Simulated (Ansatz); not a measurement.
MoSi2 (MoSi2 type, space group I4/mmm)

```
MoSi2
1.0
   -1.59521     1.59521     3.91055
    1.59521    -1.59521     3.91055
    1.59521     1.59521    -3.91055
Mo Si
1 2
Cartesian
  0.00000   0.00000   0.00000
  0.00000   0.00000   2.62071
  0.00000   0.00000   5.20038
```

Two coordinates are scanned: the volume, and the ratio of the stretch along z (the conventional c axis) to the stretch across it. Atoms keep their fractional coordinates.

Calculation: PBEsol (plane waves to 420 eV, PAW, scalar-relativistic; Ansatz, a first-principles code). k mesh 20×20×20 (Γ-centred), Fermi-Dirac smearing 0.05 eV. Compression counts positive. As the atoms are clamped, bonds stretch with the cell, which overstates energies and stresses. With partly filled bands, the response to shear is sensitive to the k mesh, so small differences along c/a are uncertain. MoSi2 is run without spin polarisation. MoSi2 was relaxed with its symmetry unable to fall. The PAW data are Ansatz's earlier set. 

```tsv
σxx (GPa)	V/V₀ = 0.960	V/V₀ = 0.973	V/V₀ = 0.987	V/V₀ = 1.000	V/V₀ = 1.013	V/V₀ = 1.027	V/V₀ = 1.040
(c/a)/(c/a)₀ = 0.880	___	-8.0	-10.6	-13.0	-15.3	-17.3	-19.3
(c/a)/(c/a)₀ = 0.920	-0.7	-3.7	-6.5	-9.1	-11.5	-13.7	-15.8
(c/a)/(c/a)₀ = 0.960	4.4	1.2	-1.8	-4.6	-7.2	-9.6	-11.8
(c/a)/(c/a)₀ = 1.000	9.5	6.1	2.9	0.0	-2.7	-5.3	-7.7
(c/a)/(c/a)₀ = 1.040	14.4	10.9	7.6	4.5	1.6	-1.1	-3.6
(c/a)/(c/a)₀ = 1.080	19.0	15.3	11.9	8.7	5.7	2.9	0.3
(c/a)/(c/a)₀ = 1.120	___	19.3	15.8	12.5	9.5	6.6	3.9
```

Complete the blanks.


- (c/a)/(c/a)₀ = 0.880, V/V₀ = 0.960: -5.1
- (c/a)/(c/a)₀ = 1.120, V/V₀ = 0.960: 23.1

(Under strain, the slope of the energy per volume gives the stress and its curvature an elastic modulus.)
